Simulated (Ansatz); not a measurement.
Input file for Ansatz (a first-principles code):

Ansatz 0.2 input:
```yaml
crystal:
  lattice:
    - [2.95265867, -6.851150805, 0.0]
    - [2.95265867, 6.851150805, 0.0]
    - [0.0, 0.0, 5.7648234777]
  atoms:
    - { symbol: Sr, position: [0.9070200344, 0.0929799656, 0.75] }
    - { symbol: Sr, position: [0.0929799656, 0.9070200344, 0.25] }
    - { symbol: Bi, position: [0.5729876865, 0.4270123135, 0.75] }
    - { symbol: Bi, position: [0.4270123135, 0.5729876865, 0.25] }
    - { symbol: I, position: [0.2441908938, 0.7558091062, 0.75] }
    - { symbol: I, position: [0.7558091062, 0.2441908938, 0.25] }
    - { symbol: O, position: [0.2699612674, 0.2699612674, 0.0] }
    - { symbol: O, position: [0.7300387326, 0.7300387326, 0.0] }
    - { symbol: O, position: [0.7300387326, 0.7300387326, 0.5] }
    - { symbol: O, position: [0.2699612674, 0.2699612674, 0.5] }
kpoints:
  mp_grid: { grid: [5, 5, 4] }
hamiltonian:
  xc: r2scan
  pseudopotentials: { kind: paw }
scf:
  occupations: { method: fixed }
output:
  optics: { e_range: [0.0, 15.0], de: 0.05, sigma: 0.1, bands: { spectra_wanted_up_to: 12 eV } }
```

Output (shortened):

```
output.optics: the spectra are integrated over the Brillouin zone by k·p interpolation around the k-points, where levels, occupations, output.optics.sigma and …
Pseudopotential: Sr, paw, valence charge 10
Pseudopotential: Bi, paw, valence charge 15
Pseudopotential: I, paw, valence charge 17
Pseudopotential: O, paw, valence charge 6
Functional definition: r2SCAN
Crystal: 10 atoms, lattice volume = 233.234 Å³
Basis set: ecut = 500 eV, 5899 PW (Γ), exchange–correlation on 240×240×180 points (64 copies of the dense FFT grid, shifted against one another)
Bands: 65, of which v1, the nominal top of the filled ones, is band 54 counted from 1 (53 counted from 0)
Symmetry: 8 space group operations
Space group: Cmcm (ITA 63), of the structure as read, at distance tolerance 6.2e-5 Å
k-points: 27 of 100
SCF iter   1: F=—  HF=-49272.316776 eV  |F-HF|=—  |Δ(HF+E_count)|=         —  Δρ=6.17e-3  dr2=9.81e-2  dr2_τ=2.47e-1  ethr=1.77e-3  ⟨swp⟩=6.0  Hψ=6717  notcnv=0  defer=222
preconditioner: auto → Resta (q_TF=auto, 2.400 Å⁻¹)
SCF iter   2: F=—  HF=-49272.523940 eV  |F-HF|=—  |Δ(HF+E_count)|=   2.07e-1  Δρ=3.49e-3  dr2=1.28e-2  dr2_τ=3.33e-3  ethr=9.09e-5  ⟨swp⟩=3.1  Hψ=3334  notcnv=0  defer=243
SCF iter   3: F=—  HF=-49272.526952 eV  |F-HF|=—  |Δ(HF+E_count)|=   3.01e-3  Δρ=1.33e-3  dr2=2.94e-3  dr2_τ=2.82e-4  ethr=1.18e-5  ⟨swp⟩=3.5  Hψ=3115  notcnv=0  defer=243
SCF iter   4: F=—  HF=-49272.527212 eV  |F-HF|=—  |Δ(HF+E_count)|=   2.60e-4  Δρ=2.90e-4  dr2=1.59e-4  dr2_τ=1.55e-5  ethr=2.72e-6  ⟨swp⟩=2.2  Hψ=2282  notcnv=0  defer=243
SCF iter   5: F=—  HF=-49272.527226 eV  |F-HF|=—  |Δ(HF+E_count)|=   1.34e-5  Δρ=8.32e-5  dr2=1.61e-5  dr2_τ=1.17e-6  ethr=1.47e-7  ⟨swp⟩=2.0  Hψ=2180  notcnv=0  defer=243
SCF iter   6: F=—  HF=-49272.527218 eV  |F-HF|=—  |Δ(HF+E_count)|=   7.53e-6  Δρ=1.57e-5  dr2=5.24e-7  dr2_τ=8.33e-8  ethr=1.49e-8  ⟨swp⟩=2.0  Hψ=2774  notcnv=0  defer=240
SCF iter   7: F=—  HF=-49272.527006 eV  |F-HF|=—  |Δ(HF+E_count)|=   2.12e-4  Δρ=4.36e-6  dr2=4.60e-8  dr2_τ=1.56e-9  ethr=4.85e-10  ⟨swp⟩=2.0  Hψ=2723  notcnv=0  defer=238
SCF iter   8: F=—  HF=-49272.527006 eV  |F-HF|=—  |Δ(HF+E_count)|=   2.45e-8  Δρ=1.05e-6  dr2=3.27e-9  dr2_τ=1.41e-10  ethr=4.26e-11  ⟨swp⟩=2.0  Hψ=2323  notcnv=0  defer=238
SCF iter  10: F=-49272.527006 eV  HF=-49272.527006 eV  |F-HF|=7.28e-12  |Δ(HF+E_count)|=  8.73e-11  Δρ=5.05e-8  dr2=7.23e-12  dr2_τ=4.63e-13  ethr=1.00e-12  ⟨swp⟩=15.7  Hψ=11059  notcnv=0
SCF 1 converged in 10 iterations: F = -49272.527006 eV  dr2 = 7.23e-12
NSCF: frozen V_eff on 27 k-points
Optics k sum: 0 of 27 k-points
Optics k sum: 2 of 27 k-points
Optics k sum: 3 of 27 k-points
Optics k sum: 5 of 27 k-points
Optics k sum: 6 of 27 k-points
Optics k sum: 7 of 27 k-points
Optics k sum: 9 of 27 k-points
Optics k sum: 10 of 27 k-points
Optics k sum: 11 of 27 k-points
Optics k sum: 13 of 27 k-points
Optics k sum: 14 of 27 k-points
Optics k sum: 15 of 27 k-points
Optics k sum: 17 of 27 k-points
Optics k sum: 18 of 27 k-points
Optics k sum: 19 of 27 k-points
Optics k sum: 21 of 27 k-points
Optics k sum: 22 of 27 k-points
Optics k sum: 23 of 27 k-points
Optics k sum: 25 of 27 k-points
Optics k sum: 26 of 27 k-points
Optics k sum: 27 of 27 k-points
Optics k sum: 0 of 27 k-points
Optics k sum: 2 of 27 k-points
Optics k sum: 3 of 27 k-points
Optics k sum: 5 of 27 k-points
Optics k sum: 6 of 27 k-points
Optics k sum: 7 of 27 k-points
Optics k sum: 9 of 27 k-points
Optics k sum: 10 of 27 k-points
Optics k sum: 11 of 27 k-points
Optics k sum: 13 of 27 k-points
Optics k sum: 14 of 27 k-points
Optics k sum: 15 of 27 k-points
Optics k sum: 17 of 27 k-points
Optics k sum: 18 of 27 k-points
Optics k sum: 19 of 27 k-points
Optics k sum: 21 of 27 k-points
Optics k sum: 22 of 27 k-points
Optics k sum: 23 of 27 k-points
Optics k sum: 25 of 27 k-points
Optics k sum: 26 of 27 k-points
Optics k sum: 27 of 27 k-points
NSCF: frozen V_eff on 1 k-points
NSCF: frozen V_eff on 1 k-points
NSCF: frozen V_eff on 1 k-points
NSCF: frozen V_eff on 1 k-points
NSCF: frozen V_eff on 1 k-points
NSCF: frozen V_eff on 1 k-points
output.optics: what the bands over the 116 summed would add to eps1, eps2 and the energy-loss function is held between a lower and an upper bound (9 Lanczos …
SCF converged after 10 iterations
Free energy (F): -49272.527006 eV
Harris-Foulkes:  -49272.527006 eV  (|F-HF|=7.28e-12)
Internal energy: -49272.527006 eV  (E = F + TS)
E sigma→0 (E₀):  -49272.527006 eV
Fermi energy:    7.000462 eV
--- Per-component energies (eV) ---
  E_band       = -1192.662077
  E_kinetic    = 2176.774749
  E_local      = -9941.712559  (includes V_loc(G=0)·N_el)
  E_nonlocal   = 1544.798948
  E_hartree    = 4000.743014
  E_xc         = -1147.433460
  E_vxc        = -1373.862940  (∫ρ·V_xc dr)
  E_paw        = -37129.626673  (= ΣΔE_a)
  E_vpaw       = -1683.815920  (= ΣTr[D̂ρ^β])
  E_aug_tail   = 0.003808  (compensation charges beyond the density's cutoff)
  E_vtau       = 83.665726  (kinetic-family band-sum trace: ∫τ·v_τ [+ j·A + Jᵃ·Aᵃ] dr)
  E_ewald      = -8777.552196
  E_core_change = 1.477364  (= ΣΔE_core)
  E_smearing   =  0.000000  (= −TS)
  E_closure    =  0.000000  (closes the sum)
  Σ components = -49272.527006   (vs F -49272.527006, Δ=0.00e0)
  [band-id]    e_kinetic+e_local+e_nonlocal+2·e_hartree+e_vxc+e_vpaw+e_augmentation_tail+e_vtau = -1192.662159   (vs E_band -1192.662077, Δ=-8.19e-5)
--- Band table (eV; the first three rows and the last of 27) ---
  k-point 0: bands = ["-37.4107", "-37.4105", "-37.4103", "-37.4098", "-37.4090", "-37.4088", "-37.4011", "-37.4007", "-37.3990", "-37.3974", "-27.0835", "-27.0563", "-15.6394", "-15.5991", "-15.5321", "-15.3904", "-15.3868", "-15.3849", "-15.3686", …
  k-point 1: bands = ["-37.4107", "-37.4106", "-37.4103", "-37.4099", "-37.4090", "-37.4089", "-37.4010", "-37.4007", "-37.3988", "-37.3977", "-27.0795", "-27.0602", "-15.6261", "-15.5732", "-15.5506", "-15.4162", "-15.3865", "-15.3828", "-15.3825", …
  k-point 2: bands = ["-37.4106", "-37.4106", "-37.4101", "-37.4101", "-37.4089", "-37.4089", "-37.4009", "-37.4009", "-37.3982", "-37.3982", "-27.0698", "-27.0698", "-15.5908", "-15.5908", "-15.5033", "-15.5033", "-15.3795", "-15.3795", "-15.3780", …
  k-point 26: bands = ["-37.4106", "-37.4106", "-37.4101", "-37.4101", "-37.4089", "-37.4089", "-37.4009", "-37.4009", "-37.3982", "-37.3982", "-27.0698", "-27.0698", "-15.5907", "-15.5907", "-15.5033", "-15.5033", "-15.3794", "-15.3794", "-15.3780", …
```

Cost: very roughly 11 core-minutes on shared cores.

The workflow started from a Materials Project entry (that database holds measured and hypothetical structures alike); the Crystallography Open Database files this formula in space group No. 63, but the cells were not matched. Whether it is the stable phase at ambient conditions was not checked. The cell was relaxed with r²SCAN under the symmetry of its start; whether a distortion lowers the energy is not shown. Scalar-relativistic: spin–orbit coupling is off unless named, which matters more the heavier the elements.

Potentials: the later of the program's two PAW sets.

Ansatz is a plane-wave DFT program.
